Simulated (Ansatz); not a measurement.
# Density of states of Rh

```cif
data_structure
_symmetry_space_group_name_H-M 'Fm-3m'
_symmetry_Int_Tables_number 225
_cell_length_a 3.8031
_cell_length_b 3.8031
_cell_length_c 3.8031
_cell_angle_alpha 90.000
_cell_angle_beta 90.000
_cell_angle_gamma 90.000
_cell_volume 55.01
loop_
_atom_site_label
_atom_site_type_symbol
_atom_site_symmetry_multiplicity
_atom_site_Wyckoff_symbol
_atom_site_fract_x
_atom_site_fract_y
_atom_site_fract_z
_atom_site_occupancy
Rh1 Rh 4 a 0.00000 0.00000 0.00000 1
```

The runs use the primitive cell with vectors (0.000, 1.902, 1.902), (1.902, 0.000, 1.902), (1.902, 1.902, 0.000) Å, to which the k mesh refers.

It takes space group Fm-3m (No. 225, cubic). The conventional cell has a = 3.803 Å, b = 3.803 Å, c = 3.803 Å, α = 90.00°, β = 90.00°, γ = 90.00°. Rh (site symmetry m-3m) has 12 Rh at 2.69 Å as nearest neighbours.

The geometry is COD entry 9008482, unchecked; take it as a test cell.

Computed with DFT, PBE, all-electron LAPW, scalar-relativistic in Ansatz 0.2.0.

Settings: a Γ-centred 16×16×16 k mesh, Fermi–Dirac smearing of 0.03 eV, basis error target 0.25 meV/atom, no spin polarisation.

States per eV and cell, averaged over 0.6 eV, from -8.2 to 6.6 eV, with energies (bin centres) from the Fermi level; empty bins are left out. The partial columns, the largest 2 alone, are projections on Löwdin-orthogonalised atomic shells (those that the program's projection atoms carry: the occupied ones and, for some elements, an empty d or f shell; other empty shells have no column), summed over atoms of an element. Weights on diffuse s and p shells depend on that basis and aren't pure angular character.

```json
{"E (eV)": "-8.0", "total": "0.01", "Rh 4d": "0.00", "Rh 5s": "0.01"}
{"E (eV)": "-7.4", "total": "0.05", "Rh 4d": "0.00", "Rh 5s": "0.04"}
{"E (eV)": "-6.8", "total": "0.09", "Rh 4d": "0.00", "Rh 5s": "0.08"}
{"E (eV)": "-6.2", "total": "0.33", "Rh 4d": "0.18", "Rh 5s": "0.14"}
{"E (eV)": "-5.6", "total": "1.56", "Rh 4d": "1.24", "Rh 5s": "0.31"}
{"E (eV)": "-5.0", "total": "1.75", "Rh 4d": "1.57", "Rh 5s": "0.16"}
{"E (eV)": "-4.4", "total": "1.22", "Rh 4d": "1.16", "Rh 5s": "0.05"}
{"E (eV)": "-3.8", "total": "1.25", "Rh 4d": "1.18", "Rh 5s": "0.05"}
{"E (eV)": "-3.2", "total": "1.58", "Rh 4d": "1.46", "Rh 5s": "0.10"}
{"E (eV)": "-2.6", "total": "2.00", "Rh 4d": "1.88", "Rh 5s": "0.09"}
{"E (eV)": "-2.0", "total": "1.33", "Rh 4d": "1.22", "Rh 5s": "0.08"}
{"E (eV)": "-1.4", "total": "1.51", "Rh 4d": "1.42", "Rh 5s": "0.06"}
{"E (eV)": "-0.8", "total": "1.30", "Rh 4d": "1.23", "Rh 5s": "0.05"}
{"E (eV)": "-0.2", "total": "1.21", "Rh 4d": "1.15", "Rh 5s": "0.04"}
{"E (eV)": "0.4", "total": "1.85", "Rh 4d": "1.79", "Rh 5s": "0.05"}
{"E (eV)": "1.0", "total": "0.57", "Rh 4d": "0.49", "Rh 5s": "0.06"}
{"E (eV)": "1.6", "total": "0.23", "Rh 4d": "0.12", "Rh 5s": "0.09"}
{"E (eV)": "2.2", "total": "0.23", "Rh 4d": "0.10", "Rh 5s": "0.10"}
{"E (eV)": "2.8", "total": "0.24", "Rh 4d": "0.08", "Rh 5s": "0.11"}
{"E (eV)": "3.4", "total": "0.24", "Rh 4d": "0.06", "Rh 5s": "0.11"}
{"E (eV)": "4.0", "total": "0.25", "Rh 4d": "0.05", "Rh 5s": "0.11"}
{"E (eV)": "4.6", "total": "0.24", "Rh 4d": "0.04", "Rh 5s": "0.10"}
{"E (eV)": "5.2", "total": "0.22", "Rh 4d": "0.03", "Rh 5s": "0.08"}
{"E (eV)": "5.8", "total": "0.21", "Rh 4d": "0.02", "Rh 5s": "0.07"}
{"E (eV)": "6.4", "total": "0.18", "Rh 4d": "0.01", "Rh 5s": "0.05"}
```

Q: Which of the resolved shells contributes most within 0.3 eV of the Fermi level?

A: Rh 4d, with 96 % of all states there; Rh 5s follows with 3 %.

Q: Where is the centre of the filled Rh 4d states between -14 eV and the top of the filled states?

A: -3.06 eV from the Fermi level.
